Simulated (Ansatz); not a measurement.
V3Ga:
```
CELL_PARAMETERS angstrom
      4.75827     0.00000     0.00000
      0.00000     4.75827     0.00000
      0.00000     0.00000     4.75827
ATOMIC_POSITIONS crystal
  V  0.50000 0.25000 0.00000
  V  0.50000 0.75000 0.00000
  V  0.25000 0.00000 0.50000
  V  0.75000 0.00000 0.50000
  V  0.00000 0.50000 0.25000
  V  0.00000 0.50000 0.75000
  Ga 0.50000 0.50000 0.50000
  Ga 0.00000 0.00000 0.00000
```
The run is spin-polarised; directions of the spins, atom by atom: ↑ ↑ ↑ ↑ ↑ ↑ 0 0.

Relaxed with r²SCAN.

Task: Map the spin density (μB/Å³) on the plane through (0.500, 0.250, 0.000) spanned by u = [1, 0, 0] and v = [0, 1, 0] in lattice vectors, from r²SCAN in the plane-wave PAW code Ansatz.

Result: x is the fraction of u, y of v (the angle between them is 90°; rows are the nearest grid lines); atoms in the plane: V at (0.00, 0.00), V at (0.00, 0.50), Ga at (0.50, 0.75).
```
|9853100000000000000013589|
|7642100000000000000012467|
|4311000000000000000001134|
|2100000000000000000000012|
|1100000000000000000000011|
|0000000000000000000000000|
|0000000000001000000000000|
|0000000000000000000000000|
|1100000000000000000000011|
|2100000000000000000000012|
|4311000000000000000001134|
|7642100000000000000012467|
|7632100000000000000012367|
|4310000000000000000000134|
|2100000000000000000000012|
|1100000000000000000000011|
|0000000000000000000000000|
|0000000000000000000000000|
|0000000000000000000000000|
|1100000000000000000000011|
|2100000000000000000000012|
|4310000000000000000000134|
|7632100000000000000012367|
|9853100000000000000013589|
```
Scale: ten equal steps from -0.004 (start of '0') to 0.557 (end of '9'), in the order '0123456789'; x runs from 0.000 to 1.00, y from 0.000 (bottom) to 1.00 (top).

The density is the valence pseudo-density with augmentation charge, so density and ELF within about 1 Å of a nucleus are not all-electron values.

Space group Pm-3n (A15 (Cr3Si type)). The workflow started from a Materials Project entry (that database holds measured and hypothetical structures alike); the Crystallography Open Database copy checked does not list it. Its standing as an ambient phase is unchecked. Symmetry was held in the r²SCAN relaxation; whether a distortion lowers the energy is not shown. Magnetic state: ferromagnetic, chosen from 2 collinear starts compared on coarse meshes (ties went to the first, and starts can fall back to one state), not a proven ground state. Other orbital occupations within this spin state were not tried.

Potentials: the later of the program's two PAW sets.
